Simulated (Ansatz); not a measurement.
CuI:
```xyz
4
Lattice="4.1375 0.0000 0.0000 -2.0687 3.5831 0.0000 0.0000 0.0000 7.4683" Properties=species:S:1:pos:R:3 pbc="T T T"
Cu     2.0687     1.1944     4.4155
Cu     0.0000     2.3888     3.0528
I      0.0000     2.3888     5.6349
I      2.0687     1.1944     1.8334
```

Relaxed with r²SCAN. Special points in fractions of this cell's reciprocal vectors: Γ (0.000, 0.000, 0.000); M (0.500, 0.000, 0.000); K (0.333, 0.333, 0.000); A (0.000, 0.000, 0.500); L (0.500, 0.000, 0.500); H (0.333, 0.333, 0.500).

Task: List the band energies nearest the valence-band maximum at these points for r²SCAN (plane waves, PAW; program Ansatz).

Result: In eV from the valence-band maximum; about four levels below and three above (degenerate sets whole), none deeper than 8.9 eV; points with the same levels are listed once.

```csv
k,below,above
Γ,-0.36 -0.36 -0.30 0.00 0.00,2.14 3.43 5.20
M,-1.24 -1.18 -1.15 -0.17,3.52 3.52 4.10
K,-1.41 -1.11 -1.11 -0.47,3.34 4.69 4.69
A,-0.31 -0.31 -0.08 -0.08,3.42 3.45 5.13
L,-1.28 -1.16 -0.99 -0.29,2.98 3.26 3.98
H,-1.41 -0.99 -0.99 -0.62,3.67 3.67 4.28
```

Space group P-3m1. The first step of the workflow began from a Materials Project structure, measured or hypothetical; the Crystallography Open Database copy checked does not list it. It is not the phase usual at ambient conditions (space group No. 216). The cell was relaxed with r²SCAN under the symmetry of its start; whether a distortion lowers the energy is not shown. The run is not spin-polarised. A crystal of weakly bound layers computed without a dispersion correction: the cell and the soft elastic constants depend strongly on that. Scalar-relativistic: spin–orbit coupling is off unless named, which matters more the heavier the elements.

Potentials: the later of the program's two PAW sets.
